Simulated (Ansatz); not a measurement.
La2B4Rh5 in space group Fmmm (No. 69; Pearson symbol oF44) under volume change, DFT-LDA in the program Ansatz with PAW potentials, shape and atoms relaxed at each volume.

| V (Å³/atom) | E − E(relaxed) (meV/atom) | P (GPa) |
|---|---|---|
| 12.422 | 82.8 | 23.48 |
| 12.831 | … | … |
| 13.241 | 8.2 | 6.60 |
| 13.650 | 0.0 | 0.00 |
| 14.060 | … | … |
| 14.469 | 27.9 | -10.34 |
| 14.879 | 59.6 | -14.36 |

Question: Some entries are withheld; supply them.

Answer: 
- 12.831, E − E(relaxed) (meV/atom): 34.7
- 12.831, P (GPa): 14.37
- 14.060, E − E(relaxed) (meV/atom): 7.4
- 14.060, P (GPa): -5.60

Question: What does a third-order Birch–Murnaghan fit give for V₀, B₀ and B′?

Answer: V₀ = 13.65 Å³/atom, B₀ = 202 GPa, B′ = 4.4.

The workflow started from an entry of the Crystallography Open Database (COD). Whether it is the stable phase at ambient conditions was not checked. The LDA relaxation kept the symmetry of its start; whether a distortion lowers the energy is not shown. No spin polarisation was allowed. Scalar-relativistic: spin–orbit coupling is off unless named, which matters more the heavier the elements.

Potentials: the later of the program's two PAW sets.
